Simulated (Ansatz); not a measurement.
SrZrO3 (cubic perovskite)

```yaml
crystal:
  lattice:
    - [4.09575, 0.00000, 0.00000]
    - [0.00000, 4.09575, 0.00000]
    - [0.00000, 0.00000, 4.09575]
  atoms:
    - { symbol: Sr, position: [0.50000, 0.50000, 0.50000] }
    - { symbol: Zr, position: [0.00000, 0.00000, 0.00000] }
    - { symbol: O, position: [0.00000, 0.50000, 0.00000] }
    - { symbol: O, position: [0.50000, 0.00000, 0.00000] }
    - { symbol: O, position: [0.00000, 0.00000, 0.50000] }
```

The slice is a {110} plane (indices of the conventional cell) through the point (0.000, 0.000, 0.000) (fractional), spanned by u = [100] and v = [011] in vectors of this cell: u (4.10 Å) and v (5.79 Å, at 90° to u). It covers one period; positions are fractions (u, v).

Method: LDA (plane waves to 420 eV, PAW, scalar-relativistic; Ansatz, an electronic-structure program). k mesh 8×8×8. Inside the PAW spheres the values are not all-electron values, and peaks at nuclei hang on which shells count as valence. SrZrO3 is run without spin polarisation. SrZrO3 was relaxed with its symmetry unable to fall. This is a high-temperature form of SrZrO3.

Problem. What is the ELF at the density minimum of the shortest Zr–O line in this plane (2.05 Å)?

Solution. 0.2.

Problem. What is the valence density on the shortest Zr–O line in this plane (2.05 Å), at its minimum between the atoms?

Solution. 0.74 e/Å³.

Problem. Sketch the electrostatic potential energy of an electron, from the cell's mean on this plane as a map.

Solution. 
```
|xxxxx0xxxxxxxxx0xxxx|
|xxxx002xxxxxxx200xxx|
|xxxx004xxxxxxx400xxx|
|xx0003688xxx8863000x|
|00002578999998752000|
|12345678888888765432|
|66667766655566677666|
|88887654211124567888|
|99986520000000256899|
|999752000xxx00025799|
|9986400xxxxxxx004689|
|9875200xxxxxxx002578|
|987500xxxxxxxxx00578|
|887400xxxxxxxxx00478|
|987500xxxxxxxxx00578|
|9875200xxxxxxx002578|
|9986400xxxxxxx004689|
|999752000xxx00025799|
|99986520000000256899|
|88887654211124567888|
|66667766655566677666|
|12345678888888765432|
|00002578999998752000|
|xx0003688xxx8863000x|
|xxxx004xxxxxxx400xxx|
|xxxx002xxxxxxx200xxx|
|xxxxx0xxxxxxxxx0xxxx|
|xxxxx0xxxxxxxxx0xxxx|
```
Scale: ten equal steps from 2.00 (start of '0') to 10.59 (end of '9'), in the order '0123456789'. Values: electrostatic potential energy of an electron, from the cell's mean, in eV. The map has 20 points along u (one character each, u = 0 at the left) and 28 along v (v = 0 in the bottom row). Points within 0.9 Å of a nucleus are blanked (x), as the pseudised field means little there. Values under 2 eV are set to 2. The zero, the cell's mean, hangs on the PAW cores.
